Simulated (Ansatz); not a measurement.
Fields on a plane of ZnAu (CsCl type)

```
CELL_PARAMETERS angstrom
      3.18677     0.00000     0.00000
      0.00000     3.18677     0.00000
      0.00000     0.00000     3.18677
ATOMIC_POSITIONS crystal
  Zn 0.50000 0.50000 0.50000
  Au 0.00000 0.00000 0.00000
```

The slice is a {110} plane (indices of the conventional cell) through the point (0.000, 0.000, 0.000) (fractional), spanned by u = [100] and v = [011] in vectors of this cell: u (3.19 Å) and v (4.51 Å, at 90° to u). It covers one period; positions are fractions (u, v).

Atoms on it: Zn at (0.50, 0.50); Au at (0.00, 0.00).

Computed with PBE (plane waves to 420 eV, PAW, scalar-relativistic; Ansatz, a first-principles code). k mesh 15×15×15. These are valence fields of a PAW run, semicore shells included where kept as valence: close to a nucleus they are smooth pseudo fields. Spin-orbit coupling is left out, though Au is heavy. ZnAu was relaxed with its symmetry unable to fall.

```
|77653200023567|
|76642100012466|
|55432100012345|
|33321100011233|
|22111111111112|
|11111112111111|
|00011233321100|
|00012456542100|
|00013589853100|
|00023699963200|
|00013589853100|
|00012456542100|
|00011233321100|
|11111112111111|
|22111111111112|
|33321100011233|
|55432100012345|
|76642100012466|
|77653200023567|
|87753210123577|
```
Scale: ten equal steps from -0.89 (start of '0') to 1.66 (end of '9'), in the order '0123456789'. Values: log₁₀ of the valence density in e/Å³. The map has 14 points along u (one character each, u = 0 at the left) and 20 along v (v = 0 in the bottom row). The scale is logarithmic, as a density can span decades between atoms and voids.

```
|xx@%*=-:-=*%@x|
|x@@#+=---=+#@@|
|%%#*==---==*#%|
|**+===---===+*|
|=====-:::-====|
|===-:::::::-==|
|---:::...:::--|
|--:::. x .:::-|
|--::. xxx .::-|
|-:::.xxxxx.:::|
|--::. xxx .::-|
|--:::. x .:::-|
|---:::...:::--|
|===-:::::::-==|
|=====-:::-====|
|**+===---===+*|
|%%#*==---==*#%|
|x@@#+=---=+#@@|
|xx@%*=-:-=*%@x|
|xxx@*=-:-=*@xx|
```
Scale: ten equal steps from 0.03 (start of ' ') to 0.59 (end of '@'), in the order ' .:-=+*#%@'. Values: electron localisation function (ELF). The map has 14 points along u (one character each, u = 0 at the left) and 20 along v (v = 0 in the bottom row). Points within 0.5 Å of a nucleus are blanked (x), as the pseudised field means little there.

Density on the Zn–Au line (2.76 Å) at its density minimum, 1.2 Å from Zn: 0.25 e/Å³
ELF at that point: 0.2
